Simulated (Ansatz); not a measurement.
CaO (rock salt)

```
CaO
1.0
    0.00000     4.83070     4.83070
    2.41535     2.41535     4.83070
    2.41535     2.41535     0.00000
O Ca
2 2
Direct
  0.00000   0.00000   0.00000
  0.50000   0.00000   0.00000
  0.00000   0.50000   0.50000
  0.50000   0.50000   0.50000
```

The atoms are displaced by Q × the pattern below (from a DFPT mode at X = (0.5, 0.5, 0.0), largest move 1; Q in Å), at fixed cell. It is one choice among 2 degenerate patterns. (q is in reciprocal vectors of the primitive cell; the cell shown is doubled to hold the pattern.)

| atom | x | y | z |
|---|---|---|---|
| O1 | 0.000 | -0.491 | 0.000 |
| O2 | 0.000 | 0.491 | 0.000 |
| Ca3 | 0.000 | 1.000 | 0.000 |
| Ca4 | 0.000 | -1.000 | 0.000 |

The numbers are results of PBE (plane waves to 420 eV, PAW, scalar-relativistic; Ansatz, a program for electronic structure), not measurements. k mesh 12×12×12 (Γ-centred), Fermi-Dirac smearing 0.05 eV. E stands for the smeared free energy. CaO was relaxed with its symmetry unable to fall. ΔE is measured from the undisplaced structure.

Give the computed ΔE (eV/cell) and −dE/dQ from forces (eV/Å) at Q (Å) = -0.033, -0.017, 0.017, 0.050, 0.067.


| Q (Å) | ΔE (eV/cell) | −dE/dQ from forces (eV/Å) |
|---|---|---|
| -0.033 | 0.0070 | 0.420 |
| -0.017 | 0.0018 | 0.210 |
| 0.017 | 0.0018 | -0.210 |
| 0.050 | 0.0158 | -0.630 |
| 0.067 | 0.0280 | -0.839 |

(A displaced cell: forces are minus the slopes of the energy, force constants its curvatures, and phonons follow from these.)
